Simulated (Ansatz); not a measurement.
### Question
Bulk modulus by a P(V) fit from LDA minus that from PBEsol (% of the latter), each on its own relaxed cell (Ansatz, a quantum-chemistry and plane-wave program, plane waves, PAW; no spin–orbit coupling, no Hubbard U), over 34 phases of the class «carbides, borides and silicides»: what sign and size do you expect?

### Answer
Mean 5 %, median 5 %, mean absolute 5 %; eight in ten lie between 4 and 6 %, and 100 % are above zero.

Some cases that may be named, with their rank among the 34 from the lowest: Si2W, MoSi2 or CaC2 type 3 % (rank 1); W2C, Pnnm (W on 4g, C on 2a) 4 % (rank 4); LaSi2, I4_1/amd (La on 4b, Si on 8e) 5 % (rank 17); SiGe, wurtzite 5 % (rank 18); SiNi3, Cu3Au type 8 % (rank 33); LuBPd3, cubic perovskite 8 % (rank 34).

The phases are those computed here (of each formula those with measured values and the lowest at some level), not a balanced benchmark, and neither functional is the truth. Pairs that end in unlike spin orders or unlike minima (c/a over 6 % apart, 30 % for weakly bound crystals), magnets with 4f shells, solids of gases and phases set aside for tests are left out.

Standing as an ambient phase not checked: W2C, Pnnm (W on 4g, C on 2a); LaSi2, I4_1/amd (La on 4b, Si on 8e); SiGe, wurtzite; LuBPd3, cubic perovskite. All cells were relaxed under the symmetry of their starts (and spin orders); stability against distortions was not tested throughout. Named crystals with no word on spin ran without spin polarisation. Spin–orbit coupling is left out wherever it is not named.

Potentials: the later of the program's two PAW sets.

Ansatz is a plane-wave DFT program.
